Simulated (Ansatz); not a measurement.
A relaxed cell of Nb (Im-3m (No. 229)), relaxed on a k-mesh at least as fine as the one used below. Calculation: PBEsol (plane waves to 420 eV, PAW, scalar-relativistic; Ansatz, a quantum-chemistry and plane-wave program). Γ-centred k-mesh 14×14×7 on the run's cell (coarser than for final values), Fermi–Dirac smearing 0.05 eV.

```xyz
2
Lattice="-1.6356 1.6356 1.6356 1.6356 -1.6356 1.6356 3.2713 3.2713 -3.2713" Properties=species:S:1:pos:R:3 pbc="T T T"
Nb     0.0000     0.0000     0.0000
Nb     1.6356     1.6356    -1.6356
```

The atoms are displaced by (Å):

```tsv
atom	ux	uy	uz
Nb1	0.019	0.018	-0.089
Nb2	0.101	-0.011	-0.002
```

### Question
What forces (eV/Å) and pressure result?

### Answer
```json
[
 {"atom": "Nb1", "Fx": "0.32", "Fy": "0.00", "Fz": "0.38"},
 {"atom": "Nb2", "Fx": "-0.32", "Fy": "0.00", "Fz": "-0.38"}
]
```

Pressure +0.5 GPa.

No spin polarisation in the result.

The run that gave the undisplaced cell could not lose the symmetry of its start; a randomly shaken copy of 2 atoms returns to this structure.
